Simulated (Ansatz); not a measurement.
PbS:
```
PbS
1.0
    4.05312     0.00000     0.00000
   -2.02656     3.51011     0.00000
    0.00000     0.00000     3.78068
Pb S
1 1
Cartesian
  0.00000   0.00000   0.00000
  2.02656   1.17004   1.89034
```

Relaxed with r²SCAN. Special points in fractions of this cell's reciprocal vectors: Γ (0.000, 0.000, 0.000); M (0.500, 0.000, 0.000); K (0.333, 0.333, 0.000); A (0.000, 0.000, 0.500); L (0.500, 0.000, 0.500); H (0.333, 0.333, 0.500).

**Question.** List the band energies nearest the Fermi level at these points for r²SCAN (plane waves, PAW; program Ansatz).

**Answer.** In eV from the Fermi level; about four levels below and three above (degenerate sets whole), none deeper than 8.9 eV; points with the same levels are listed once.

```tsv
k	below	above
Γ	-6.45 -2.37 -1.77 -1.77	3.83 3.83 5.68
M	-8.69 -2.83 -1.75 -1.31	2.18 4.23 5.77
K	-8.79 -4.33 -1.16	0.21 2.24 3.83
A	-1.18 -1.18	0.15 1.37 4.25 4.25
L	-7.54 -4.26 -4.21 -1.53	2.39 3.05 3.19
H	-4.33 -4.11 -2.46 -0.23	4.71 6.37 8.20
```

Space group P-6m2. The cell is a constructed one: a structure type filled with these elements; the Crystallography Open Database copy checked does not list it. It is not the phase usual at ambient conditions (space group No. 225). The r²SCAN relaxation kept the symmetry of its start; whether a distortion lowers the energy is not shown. Scalar-relativistic: spin–orbit coupling is off unless named, which matters more the heavier the elements.

Potentials: the later of the program's two PAW sets.
